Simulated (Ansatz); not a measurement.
**Comparing deformations in TiO2**

Computed with Ansatz, DFT r2SCAN, scalar-relativistic, plane waves, PAW. Settings: plane waves to 500 eV, k-mesh 6×6×6 (Γ-centred), Gaussian smearing 0.05 eV. No spin polarisation. Energies are free energies at this smearing, counted from the undisturbed cell; pressure is positive in compression.

The starting cell (relaxed at this level):

```xyz
6
Lattice="2.6712 -2.6713 -0.0202 2.6712 2.6713 -0.0202 -2.6353 0.0000 4.8120" Properties=species:S:1:pos:R:3 pbc="T T T"
Ti    2.0123    2.0036    1.1828
Ti    0.6947   -2.0036    3.5889
O    -0.6440   -0.6679    3.1895
O     3.3510    0.6679    1.5823
O     2.0333   -0.6679    3.9883
O     0.6736    0.6679    0.7834
```

The cell is strained by ε times a Voigt pattern (xx, yy, zz, yz, xz, xy; engineering shear) with fractional coordinates fixed. τ = (1/V0) dE/dε comes from the stress tensor. Of each scan, only the three points used here are listed.

```
           pattern        ε  τ (GPa)
(0, 0, 1, 0, 0, 0)  -0.0300   -14.56
(0, 0, 1, 0, 0, 0)   0.0000     0.00
(0, 0, 1, 0, 0, 0)   0.0150     5.61
(1, 0, 0, 0, 0, 0)  -0.0300   -10.57
(1, 0, 0, 0, 0, 0)   0.0000    -0.02
(1, 0, 0, 0, 0, 0)   0.0150     4.70
```

Task: Which constants do the scans give, and which deformation costs least for the same size of strain tensor?

Result: The slope dτ/dε at zero (parabola through three points) is pᵀCp: (0, 0, 1, 0, 0, 0) gives C33 = 411 GPa; (1, 0, 0, 0, 0, 0) gives C11 = 327 GPa. The size of the strain tensor, ε:ε, is ε² times 1.0, 1.0. Per unit of it the stiffnesses are 411, 327 GPa, so (1, 0, 0, 0, 0, 0) is the softest of these: at ε:ε = (1 %)² the quadratic term costs 1.16 meV/atom against 1.46 for the stiffest. These are clamped-ion values.

Forces appear on the atoms along this scan, and letting them relax would lower the energy and soften the response.

Cost: 13 runs of about 8.1 core-minutes in all, on Intel Xeon Processor @ 2.50GHz (Skylake/Cascade Lake) (shared hosts).